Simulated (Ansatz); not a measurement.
CsPbBr3:
```xyz
5
Lattice="5.9341 0.0000 0.0000 0.0000 5.9341 0.0000 0.0000 0.0000 5.9341" Properties=species:S:1:pos:R:3 pbc="T T T"
Cs     0.0000     0.0000     0.0000
Pb     2.9670     2.9670     2.9670
Br     0.0000     2.9670     2.9670
Br     2.9670     2.9670     0.0000
Br     2.9670     0.0000     2.9670
```

Relaxed with r²SCAN. Special points in fractions of this cell's reciprocal vectors: Γ (0.000, 0.000, 0.000); X (0.000, 0.500, 0.000); M (0.500, 0.500, 0.000); R (0.500, 0.500, 0.500).

Problem. List the band energies nearest the valence-band maximum at these points for the program Ansatz at the r²SCAN level (PAW).

Solution. In eV from the valence-band maximum; about four levels below and three above (degenerate sets whole), none deeper than 8.9 eV; points with the same levels are listed once.

| k | below | above |
|---|---|---|
| Γ | -2.12 -2.12 -2.12 -2.02 -2.02 -2.02 | 3.63 4.66 4.66 |
| X | -2.24 -2.11 -2.11 -1.42 | 3.01 5.04 5.60 |
| M | -2.33 -2.33 -2.27 -1.67 -0.69 | 2.54 2.54 5.29 |
| R | -1.66 -1.66 -1.66 0.00 | 2.03 2.03 2.03 |

Space group Pm-3m (cubic perovskite). This is a known high-temperature phase of the composition, computed here at zero pressure and temperature. The r²SCAN relaxation kept the symmetry of its start; of distortions, only those at the zone centre were tested. Scalar-relativistic: spin–orbit coupling is off unless named, which matters more the heavier the elements.

Potentials: the later of the program's two PAW sets.
